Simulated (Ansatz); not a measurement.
An Ansatz (a quantum-chemistry and plane-wave program) run. Input:

Ansatz 0.2 input:
```yaml
crystal:
  lattice:
    - [0.0, 2.7262057906, 2.7262057906]
    - [2.7262057906, 0.0, 2.7262057906]
    - [2.7262057906, 2.7262057906, 0.0]
  atoms:
    - { symbol: Hg, position: [0.0, 0.0, 0.0] }
    - { symbol: S, position: [0.5, 0.5, 0.5] }
kpoints:
  mp_grid: { grid: [10, 10, 10] }
  band_path:
    path:
      - [[0.0, 0.0, 0.0], [0.5, 0.0, 0.5], [0.625, 0.25, 0.625]]  # Γ-X-U
      - [[0.375, 0.375, 0.75], [0.0, 0.0, 0.0], [0.5, 0.5, 0.5], [0.5, 0.25, 0.75], [0.5, 0.0, 0.5]]  # K-Γ-L-W-X
    npoints: 12
basis: { xc_grid: 2 }
hamiltonian:
  xc: pbesol
  pseudopotentials: { kind: paw }
magnetization: { noncollinear: true, spin_orbit: true }
scf:
  n_extra_bands: 12
  convergence: { dr2_threshold: 0.0000000001 }
  occupations: { method: gaussian, width: 0.05 }
output: { eigenvalues: true }
```

Output (shortened):

```
Pseudopotential: Hg, paw_fr, valence charge 20
Pseudopotential: S, paw_fr, valence charge 6
Functional definition: PBEsol
non-collinear run that drives no moment, with spin-orbit …
Crystal: 2 atoms, lattice volume = 40.523 Å³
Basis set: ecut = 420 eV, 821 PW (Γ), exchange–correlation on 54×54×54 points (8 copies of the dense FFT grid, shifted against one another)
Bands: 38, of which v1, the nominal top of the filled ones, is band 26 counted from 1 (25 counted from 0)
Symmetry: 48 space group operations + 48 with time reversal
k-points: 47 of 1000
Projection manifold: j_resolved (fully-relativistic pseudo-atomic orbitals)
SCF iter   1: F=—  HF=-14592.916068 eV  |F-HF|=—  |Δ(HF+E_count)|=         —  Δρ=2.34e-2  dr2=1.88e-1  dr2_m=0.00e0 (ungated)  ethr=3.10e-3  |M|=0.00e0 ∫|m|=0.00e0 μB  |m|>n=0.0e0 m-floor=0.0e0 τ_xc=0.0e0  β_m=0.30  ⟨swp⟩=6.6  Hψ=4081  notcnv=0  defer=76
preconditioner: auto → none
SCF iter   2: F=—  HF=-14592.882822 eV  |F-HF|=—  |Δ(HF+E_count)|=   3.32e-2  Δρ=1.47e-2  dr2=3.81e-2  dr2_m=0.00e0 (ungated)  ethr=7.22e-4  |M|=0.00e0 ∫|m|=0.00e0 μB  |m|>n=0.0e0 m-floor=0.0e0 τ_xc=0.0e0  β_m=0.42  ⟨swp⟩=2.0  Hψ=1257  notcnv=0  defer=206
preconditioner: auto → Kerker (q_TF=auto, 2.534 Å⁻¹)
spin=Noncollinear: Kerker preconditioning applied to the charge; magnetization (m_x, m_y, m_z) channels mix plain (no charge-response kernel on spin).
SCF iter   3: F=—  HF=-14592.880197 eV  |F-HF|=—  |Δ(HF+E_count)|=   2.62e-3  Δρ=7.15e-3  dr2=1.01e-2  dr2_m=0.00e0 (ungated)  ethr=1.47e-4  |M|=0.00e0 ∫|m|=0.00e0 μB  |m|>n=0.0e0 m-floor=0.0e0 τ_xc=0.0e0  β_m=0.68  ⟨swp⟩=2.0  Hψ=937  notcnv=0  defer=206
SCF iter   4: F=—  HF=-14592.879368 eV  |F-HF|=—  |Δ(HF+E_count)|=   8.30e-4  Δρ=9.40e-4  dr2=2.62e-4  dr2_m=0.00e0 (ungated)  ethr=3.90e-5  |M|=0.00e0 ∫|m|=0.00e0 μB  |m|>n=0.0e0 m-floor=0.0e0 τ_xc=0.0e0  β_m=0.80  ⟨swp⟩=2.2  Hψ=1082  notcnv=0  defer=206
SCF iter   5: F=—  HF=-14592.879304 eV  |F-HF|=—  |Δ(HF+E_count)|=   6.35e-5  Δρ=1.87e-4  dr2=6.55e-6  dr2_m=0.00e0 (ungated)  ethr=1.01e-6  |M|=0.00e0 ∫|m|=0.00e0 μB  |m|>n=0.0e0 m-floor=0.0e0 τ_xc=0.0e0  β_m=0.90  ⟨swp⟩=2.0  Hψ=1215  notcnv=0  defer=206
SCF iter   6: F=—  HF=-14592.879311 eV  |F-HF|=—  |Δ(HF+E_count)|=   6.64e-6  Δρ=4.19e-5  dr2=5.27e-7  dr2_m=0.00e0 (ungated)  ethr=2.52e-8  |M|=0.00e0 ∫|m|=0.00e0 μB  |m|>n=0.0e0 m-floor=0.0e0 τ_xc=0.0e0  β_m=0.95  ⟨swp⟩=2.0  Hψ=1276  notcnv=0  defer=206
SCF iter   7: F=—  HF=-14592.879311 eV  |F-HF|=—  |Δ(HF+E_count)|=   2.11e-7  Δρ=9.87e-6  dr2=3.72e-8  dr2_m=0.00e0 (ungated)  ethr=2.03e-9  |M|=0.00e0 ∫|m|=0.00e0 μB  |m|>n=0.0e0 m-floor=0.0e0 τ_xc=0.0e0  β_m=0.97  ⟨swp⟩=2.0  Hψ=1216  notcnv=0  defer=206
SCF iter   8: F=—  HF=-14592.879311 eV  |F-HF|=—  |Δ(HF+E_count)|=   9.04e-9  Δρ=1.60e-6  dr2=1.10e-9  dr2_m=0.00e0 (ungated)  ethr=1.43e-10  |M|=0.00e0 ∫|m|=0.00e0 μB  |m|>n=0.0e0 m-floor=0.0e0 τ_xc=0.0e0  β_m=0.99  ⟨swp⟩=2.1  Hψ=1114  notcnv=0  defer=206
SCF iter   9: F=-14592.879311 eV  HF=-14592.879311 eV  |F-HF|=1.46e-11  |Δ(HF+E_count)|=  4.17e-10  Δρ=2.85e-7  dr2=4.80e-11  dr2_m=0.00e0 (ungated)  ethr=1.00e-12  |M|=0.00e0 ∫|m|=0.00e0 μB  |m|>n=0.0e0 m-floor=0.0e0 τ_xc=0.0e0  ⟨swp⟩=9.0  Hψ=3217  notcnv=0
SCF 1 converged in 9 iterations: F = -14592.879311 eV  dr2 = 4.80e-11
NSCF: frozen V_eff on 74 k-points
SCF converged after 9 iterations
Magnetization: |M| = 0.0000 μB,  M = (+0.0000, +0.0000, +0.0000) μB
Absolute magnetization: 0.0000 μB (∫|m|)
  site 0: m = (+0.0000, +0.0000, +0.0000) μB, |m| = 0.0000 μB  (R = 1.12 Å)
  site 1: m = (+0.0000, +0.0000, +0.0000) μB, |m| = 0.0000 μB  (R = 1.12 Å)
Free energy (F): -14592.879311 eV
Harris-Foulkes:  -14592.879311 eV  (|F-HF|=1.46e-11)
Internal energy: -14592.876941 eV  (E = F + TS)
E sigma→0 (E₀):  -14592.878126 eV
Entropy (-TS):   -0.002370 eV (-1.185 meV/atom)
Fermi energy:    11.511251 eV
--- Per-component energies (eV) ---
  E_band       = -421.138631
  E_kinetic    = 709.146617
  E_local      = -2928.019254  (includes V_loc(G=0)·N_el)
  E_nonlocal   = 90.906741
  E_hartree    = 1248.002014
  E_xc         = -314.683998
  E_vxc        = -348.642413  (∫ρ·V_xc dr)
  E_paw        = -10413.624915  (= ΣΔE_a)
  E_vpaw       = -440.535456  (= ΣTr[D̂ρ^β])
  E_aug_tail   = 0.000860  (compensation charges beyond the density's cutoff)
  E_ewald      = -2985.001499
  E_core_change = 0.396493  (= ΣΔE_core)
  E_smearing   = -0.002370  (= −TS)
  E_closure    = 0.000000  (closes the sum)
  Σ components = -14592.879311   (vs F -14592.879311, Δ=0.00e0)
  [band-id]    e_kinetic+e_local+e_nonlocal+2·e_hartree+e_vxc+e_vpaw+e_augmentation_tail = -421.138877   (vs E_band -421.138631, Δ=-2.46e-4)
--- Band table (eV; the first three rows and the last of 47) ---
  k-point 0: bands = ["-102.6944", "-102.6944", "-64.7939", "-64.7939", "-46.4563", "-46.4563", "-46.4563", "-46.4563", "-2.2774", "-2.2774", "3.9276", "3.9276", "3.9276", "3.9276", "5.6904", "5.6904", "5.6971", "5.6971", "5.6971", "5.6971", "9.8086", …
  k-point 1: bands = ["-102.6944", "-102.6944", "-64.7940", "-64.7940", "-46.4566", "-46.4566", "-46.4564", "-46.4564", "-2.1787", "-2.1787", "3.9039", "3.9039", "3.9222", "3.9222", "5.6091", "5.6091", "5.6854", "5.6854", "5.6919", "5.6919", "8.8641", …
  k-point 2: bands = ["-102.6944", "-102.6944", "-64.7941", "-64.7941", "-46.4574", "-46.4574", "-46.4566", "-46.4566", "-1.8999", "-1.8999", "3.8352", "3.8352", "3.8911", "3.8911", "5.3813", "5.3813", "5.6718", "5.6718", "5.6750", "5.6750", "7.6782", …
  k-point 46: bands = ["-102.6944", "-102.6944", "-64.7944", "-64.7944", "-46.4592", "-46.4592", "-46.4584", "-46.4584", "-1.0376", "-1.0376", "3.8051", "3.8051", "4.4137", "4.4137", "5.2649", "5.2649", "5.7336", "5.7336", "6.5681", "6.5681", "7.4531", …
```

Cost: very roughly 13 core-seconds on shared cores.

Space group Fm-3m (rock salt). The first step of the workflow began from a Materials Project structure, measured or hypothetical; the Crystallography Open Database copy checked does not list it. COD files the formula under space group No. 152, 154, 166, 216, so this cell is another polymorph or a model. Its standing as an ambient phase is unchecked. Symmetry was held in the PBEsol relaxation; its stability against distortions is not shown here.

Potentials: the later of the program's two PAW sets.

Ansatz is a plane-wave DFT program.
